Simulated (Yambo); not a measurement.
Yambo run on Cs2PtBr6 (space group Fm-3m, No. 225). The wavefunctions are PBEsol (Quantum ESPRESSO, PseudoDojo norm-conserving, 84 Ry, no spin-orbit coupling) ones on a 2×2×2 mesh (39 occupied bands); a = b = c = 7.648 Å, α = β = γ = 60.00°.

Yambo input:

```
rim_cut
gw0
dyson
el_el_corr
HF_and_locXC
ppa
em1d
RandQpts= 1000000
RandGvec= 1 Ry
EXXRLvcs= 84 Ry
VXCRLvcs= 336 Ry
Chimod= "HARTREE"
% BndsRnXp
 5 | 324 |
%
NGsBlkXp= 6 Ry
% LongDrXp
 1.0 | 1.0 | 1.0 |
%
PPAPntXp= 55 eV
% GbndRnge
 1 | 324 |
%
GTermKind= "BG"
DysSolver= "n"
ExtendOut
% QPkrange
 1 | 1 | 39 | 39 |
 3 | 3 | 39 | 40 |
%
```

k points by index: 1 = Γ, 3 = X.

Resulting energies as the program prints them:

```
#    K-point    Band    Eo [eV]    E [eV]    E-Eo [eV]    Vxc [eV]    Vnlxc [eV]    Sc|Eo [eV]    Sc|E [eV]    dSc/dw|Eo [eV]    Re(Z)    Im(Z)
#
    1    39    0.000000    -1.217309    -1.217309    -13.06116    -16.86736    2.318179    2.588892    -6.050944    0.818083    -0.001141
    3    39    -0.022333    -1.238823    -1.216490    -13.01915    -16.81367    2.307758    2.578027    -6.045088    0.818227    -0.001143
    3    40    1.290078    2.251469    0.961391    -15.53269    -12.17447    -2.186858    -2.396822    -5.942453    0.820760    -0.001186
```
(The two width columns are left out.) Convergence of these settings isn't established.

Geometry of the Materials Project entry, not relaxed at this level.

The structure is a Materials Project entry; no match was found in the copy of COD used, and its stability was not checked.
